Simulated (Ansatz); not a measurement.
# Zr3SnO8 (rutile sites, Cmmm): the band gap by level of theory

All numbers come from the PAW code Ansatz. (Calculated; non-magnetic; the phase may be known or hypothetical.)

Structure: Zr3SnO8 on the sites of the rutile structure (relaxed group Cmmm), at its r2SCAN minimum. The symmetry is Cmmm (No. 65, orthorhombic); conventional cell a = 6.831 Å, b = 6.872 Å, c = 6.489 Å, 12.69 Å³ an atom. Zr is surrounded by 6 O at 2.09–2.12 Å; Zr is surrounded by 6 O at 2.10 Å; O is surrounded by 3 Zr at 2.09–2.10 Å; O is surrounded by 1 Sn at 2.08 Å and 2 Zr at 2.10–2.12 Å; Sn is surrounded by 6 O at 2.07–2.08 Å; O is surrounded by 1 Sn at 2.07 Å and 2 Zr at 2.10 Å.

```
Zr O Sn
1.0
     3.41561   -3.43593    0.00000
     3.41561    3.43593    0.00000
     0.00000    0.00000    6.48950
Zr O Sn
3 8 1
Cartesian
  3.4156 0.0000 0.0000
  0.0000 0.0000 4.8589
  0.0000 0.0000 1.6306
  1.3236 0.0000 0.0000
  5.5076 0.0000 0.0000
  3.4156 -1.3312 4.8435
  3.4156 1.3312 4.8435
  1.3483 0.0000 3.2447
  5.4829 0.0000 3.2447
  3.4156 -1.3312 1.6460
  3.4156 1.3312 1.6460
  3.4156 0.0000 3.2447
```

Relaxed lattice by functional, symmetry kept:
```csv
functional,k mesh,a (Å),b (Å),c (Å),volume (Å³/atom)
PBE,4×4×4,6.891,6.934,6.518,12.98
r2SCAN,6×6×4,6.831,6.872,6.489,12.69
PBEsol,6×6×4,6.818,6.862,6.468,12.61
```

Band edges at fixed r2SCAN geometry:
```
  level  k mesh  gap (eV)    kind  edges  least direct gap (eV)
    PBE   6×6×4      2.76  direct      Γ                   2.76
PBE+SOC   6×6×4      2.77  direct      Γ                   2.77
 r2SCAN   6×6×4      3.33  direct      Γ                   3.33
```
PBE: smearing of 0.02 eV; the others have fixed occupations.
Wave cutoffs: 420 eV, 500 eV (r2SCAN). Set aside, since their points miss a band edge that the other levels read or their mesh is too coarse: HSE06, PBE0.

r2SCAN gives a direct gap of 3.33 eV at Γ. Spin-orbit coupling changes the PBE gap by 0.00 eV, to 2.77 eV.

For gaps to 0.1 eV, spin-orbit coupling (up to 0.01 eV here) can be left out. All these functionals give a gap of the same kind, direct.

r2SCAN (ground state on 4×4×4): ε∞: 4.30, 4.34 and 4.87 along x, y and z. Born charges, averaged over directions: Zr +5.63 to +5.84, O -2.88 to -2.61, Sn +4.58 e. The program notes that the ground state's band table doesn't vouch for all the bands that the response reads.

On the PBEsol cell (a = 6.818 Å, b = 6.862 Å, c = 6.468 Å), with PBEsol: The zone-centre optical frequencies run from 98 to 757 cm⁻¹, none imaginary (the rest of the zone wasn't tested). The long-range field leaves the highest mode where it is. The electronic dielectric tensor ε∞ is 4.74, 4.78 and 5.39 along x, y and z. With the ions relaxed, ε⁰ is 24.8, 38.4 and 27.8 along x, y and z. Born charges, averaged over directions: Zr +5.71 to +5.95, O -2.92 to -2.64, Sn +4.59 e. The program notes that the ground state's band table doesn't vouch for all the bands that the response reads.

Only the levels marked +SOC include spin-orbit coupling.
